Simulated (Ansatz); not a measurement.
All numbers below come from Ansatz, DFT PBE, scalar-relativistic, plane waves, PAW. Cutoff 420 eV, Γ-centred meshes of about 0.25 Å⁻¹ or finer for metals and 0.3 Å⁻¹ for insulators (2π included), Gaussian smearing. No spin polarisation.

This relaxed Hf4F3 cell comes from a structure search over trial cells.

```
Hf F
1.0
     3.18040    0.00000    0.00000
    -1.59020    2.75431    0.00000
     0.00000    0.00000   14.09445
Hf F
4 3
Direct
  0.66667 0.33333 0.87113
  0.33333 0.66667 0.12887
  0.66667 0.33333 0.29832
  0.33333 0.66667 0.70168
  0.00000 0.00000 0.00000
  0.33333 0.66667 0.39728
  0.66667 0.33333 0.60272
```

Wave vectors count in units of this cell's reciprocal vectors.

Q: Is this structure dynamically stable, and if not, what does it turn into?

A: No. The phonons on a 3×3×1 q mesh of the computed 7-atom cell go imaginary, to 214i cm⁻¹ at q = (0.00, 0.33, 0.00). (Phonon run: 12×12×4 k mesh, Gaussian smearing of 0.10 eV.) With atoms moved at random and symmetry off, it falls by 84 meV/atom into Cm (No. 8). Conventional cell: a = 5.511 Å, b = 3.183 Å, c = 14.865 Å, β = 91.2°. Hf on its first site is surrounded by 1 F at 2.79 Å and 9 Hf at 3.02–3.18 Å; Hf on its second site has 3 F at 2.29 Å, 3 Hf at 3.00 Å and 6 Hf at 3.18 Å; around Hf on its third site lie 3 F at 2.31 Å, 3 Hf at 3.00 Å and 6 Hf at 3.18 Å; F on its first site is surrounded by 3 Hf at 2.29 Å and 1 Hf at 2.79 Å; 3 more sites not described.

```cif
data_structure
_symmetry_space_group_name_H-M 'P 1'
_symmetry_Int_Tables_number 1
_cell_length_a 3.1820
_cell_length_b 3.1820
_cell_length_c 14.8651
_cell_angle_alpha 91.001
_cell_angle_beta 91.001
_cell_angle_gamma 60.014
_cell_volume 130.33
loop_
_atom_site_label
_atom_site_type_symbol
_atom_site_fract_x
_atom_site_fract_y
_atom_site_fract_z
_atom_site_occupancy
Hf1 Hf 0.84897 0.84897 0.85359 1
Hf2 Hf 0.19750 0.19750 0.13376 1
Hf3 Hf 0.53958 0.53958 0.29340 1
Hf4 Hf 0.50683 0.50683 0.69237 1
F1 F 0.85911 0.85911 0.04138 1
F2 F 0.21126 0.21126 0.38731 1
F3 F 0.83512 0.83512 0.59818 1
```

These runs have no spin–orbit coupling, which can matter for Hf. An odd number of electrons in the primitive cell allows no gap without spin; a larger cell or a magnetic state could open one. The cell is a metal run without spin; a magnetic state may lie lower. Phonons of metals hang on the k mesh and the smearing.
